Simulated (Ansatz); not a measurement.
Input and command of a plane-wave DFT calculation in Ansatz:

```yaml
crystal:
  lattice:
    - [0.0, 3.1645545365, 3.1645545365]
    - [3.1645545365, 0.0, 3.1645545365]
    - [6.3291090729, 6.3291090729, 0.0]
  atoms:
    - { symbol: Mo, position: [1.0, 0.0, 0.0], spin: 2.0 }
    - { symbol: Se, position: [0.25, 0.25, 0.125] }
    - { symbol: Mo, position: [1.0, 0.0, 0.5], spin: -2.0 }
    - { symbol: Se, position: [0.25, 0.25, 0.625] }
basis:
  ecutwfc: 420
kpoints:
  mp_grid: { grid: [12, 12, 6] }
hamiltonian:
  xc: pbe
  hubbard: { sites: [{ species: Mo, l: d, u_eff: 4.38 }] }
scf:
  occupations: { method: gaussian, width: 0.1 }
output:
  forces: true
  stress: true
  eigenvalues: true
  populations: true
magnetization:
  spin_polarized: true
```

```bash
ansatz run input.yaml --threads 1 --pin off --max-ram 2560MiB --backend cpu --events-out ev --progress --plain --runs-dir out
```

Processor: Intel(R) Xeon(R) 6975P-C (Granite Rapids), 1 thread, on a host shared with other jobs.

Task: How long does it run, and how much memory does it take?

Result: About 39 s on 1 thread of Intel(R) Xeon(R) 6975P-C (Granite Rapids), on a shared host, peak memory 1 GiB. It solves 39 bands at 98 k points (the mesh reduced by the symmetry that the task leaves, which can be less than the crystal's) with about 2467 plane waves, in 13 SCF iterations.
